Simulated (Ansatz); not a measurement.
This cell of InAs (zinc blende) is off equilibrium:

```yaml
crystal:
  lattice:
    - [0.00000, 6.10911, 6.10911]
    - [3.05455, 0.00000, 3.05455]
    - [3.05455, 3.05455, 0.00000]
  atoms:
    - { symbol: As, position: [0.37500, 0.75000, 0.75000] }
    - { symbol: As, position: [0.87500, 0.75000, 0.75000] }
    - { symbol: In, position: [0.01293, 0.02586, 0.97414] }
    - { symbol: In, position: [0.50000, 0.00000, 0.00000] }
```

All values below come from r2SCAN (plane waves to 500 eV, PAW, scalar-relativistic; Ansatz, a first-principles code). k mesh 4×8×8 (Γ-centred), Fermi-Dirac smearing 0.05 eV. The energy includes the smearing's −TS. Compression counts positive. As the smearing reaches across the gap at some points, energies and forces of such displacements shift with the k mesh and the smearing. InAs was relaxed with its symmetry unable to fall.

Task: Predict the force on every atom, in eV/Å.

Result: 
```csv
atom,Fx,Fy,Fz
As1,-0.284,0.284,0.292
As2,0.282,-0.282,0.845
In3,0.100,-0.100,-1.208
In4,-0.097,0.097,0.071
```

Task: Give the stress tensor in GPa and the pressure.

Result: 
```
    0.4     -1.6      0.0
   -1.6      0.4      0.0
    0.0      0.0      0.1
```
The pressure, a third of the trace, is 0.3 GPa.

Task: In it atom 3 sits (0.000, 0.000, 0.158) Å away from its relaxed site. What is its energy relative to the relaxed cell?

Result: 96 meV/cell.

(A displaced cell: forces are minus the slopes of the energy, force constants its curvatures, and phonons follow from these.)
